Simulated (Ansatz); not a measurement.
**Two states of LiNiS$_{2}$**

```
CELL_PARAMETERS angstrom
1.57534 2.72858 0.00000
-1.57535 2.72858 0.00000
0.00000 0.00000 13.92794
ATOMIC_POSITIONS crystal
S 0.33330 0.33340 0.14100
S 0.66660 0.66670 0.64100
S 0.33330 0.33340 0.35900
S 0.66670 0.66670 0.85900
Ni 0.00000 0.00000 0.25000
Ni 0.00000 0.00000 0.75000
Li 0.00000 0.00000 0.00000
Li 0.00000 0.00000 0.50000
```

Single point in Ansatz 0.2.0 with r2SCAN. Cutoff 500 eV, PAW datasets, 9×9×2 Γ-centred k mesh, fermi-dirac filling (width 0.0115 eV). The cell carries a charge of -1 e on a uniform background.

State A: Ni5 up, Ni6 up (collinear spin). State B: Ni5 up, Ni6 down (collinear spin).

Compare the two self-consistent states.

State B is lower by 2.0 meV an atom at zero smearing. So small a gap isn't resolved on this mesh where a state is a metal.

| state | free energy (meV/atom) | largest moment in a small sphere (μB) | net moment (μB/cell) | gap on mesh (eV) | pressure (GPa) | largest force (eV/Å) |
| --- | --- | --- | --- | --- | --- | --- |
| A | 2.0 | 1.23 | 4.08 | metal | n/a | 0.62 |
| B | 0.0 | 1.25 | 0.00 | metal | n/a | 0.61 |

Origin: a known structure type with other elements, at an estimated volume, so it need not be a known compound. Caveats: semilocal functionals often miss the gap of such magnets; charged cell with a uniform background.
